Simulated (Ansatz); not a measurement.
Trial structure of Ti5Si6Ni, not yet relaxed:

```yaml
crystal:
  lattice:
    - [3.51283, 0.00000, 0.00000]
    - [0.00000, 9.74371, 0.00000]
    - [0.00000, 0.00000, 5.04123]
  atoms:
    - { symbol: Ti, position: [0.50000, 0.33333, 0.65578] }
    - { symbol: Ti, position: [0.50000, 0.66667, 0.65578] }
    - { symbol: Ti, position: [0.00000, 0.83333, 0.34422] }
    - { symbol: Ti, position: [0.00000, 0.16667, 0.34422] }
    - { symbol: Ti, position: [0.00000, 0.50000, 0.34422] }
    - { symbol: Si, position: [0.50000, 0.00000, 0.15770] }
    - { symbol: Si, position: [0.50000, 0.33333, 0.15770] }
    - { symbol: Si, position: [0.50000, 0.66667, 0.15770] }
    - { symbol: Si, position: [0.00000, 0.83333, 0.84230] }
    - { symbol: Si, position: [0.00000, 0.16667, 0.84230] }
    - { symbol: Si, position: [0.00000, 0.50000, 0.84230] }
    - { symbol: Ni, position: [0.50000, 0.00000, 0.65578] }
```

The calculation used DFT PBE, scalar-relativistic, plane waves, PAW in Ansatz. Settings: cutoff 420 eV, Γ-centred mesh 6×2×4 on the computed 12-atom cell, Gaussian smearing of 0.10 eV; collinear spin from starting moments 0.0 0.0 0.0 0.0 0.0 0.0 0.0 0.0 0.0 0.0 0.0 2.0 μB.

Energies over the elements count from the elements' standard structures at the same level, with no fitted energy shifts.

Task: Estimate its pressure, forces and energy as it stands.

Result: The pressure is 6.9 GPa (the mean over three directions, positive in compression), the largest force is 1.49 eV/Å, and the energy is −0.34 eV/atom against the elements. The shortest distance is 2.51 Å.

Task: Is it a good guess?

Result: A fair one: relaxing gains about 0.10 eV/atom (the start's value is from the coarse mesh, so the gain is rough) in 14 ionic steps and ends at −0.44 eV/atom on the finer mesh. The symmetry stays Pmm2 (No. 25). The volume per atom grows by 1.4 %, from 14.4 to 14.6 Å³. The shortest distance goes from 2.51 Å (Si–Ni and Ti–Si) to 2.39 Å (Si–Ni). Conventional cell: a = 3.389 Å, b = 9.873 Å, c = 5.228 Å. Ti on a site of symmetry m is surrounded by 6 Si at 2.60–2.71 Å, 4 Ti at 2.76–2.81 Å, 1 Ni at 3.25 Å and 3 Ti at 3.39 Å; Si on a site of symmetry mm2 has 1 Ni at 2.39 Å, 4 Ti at 2.60 Å, 4 Si at 2.68 Å and 1 Ni at 2.83 Å; Ni is surrounded by 5 Si at 2.39–2.54 Å, 4 Ti at 2.75 Å, 1 Si at 2.83 Å and 2 Ti at 3.25 Å; 5 more sites not described.

The last run used a 12×4×8 mesh (in the run's order of axes) for its 12-atom cell and Gaussian smearing of 0.10 eV. Trial moments died out on the coarse mesh, so the last step has no spin; another magnetic start might hold. The relaxation can't lower the symmetry of the start, and the grade says only how near the guess is to its own end. Symmetry constrained the relaxation, so the result can be a saddle point.
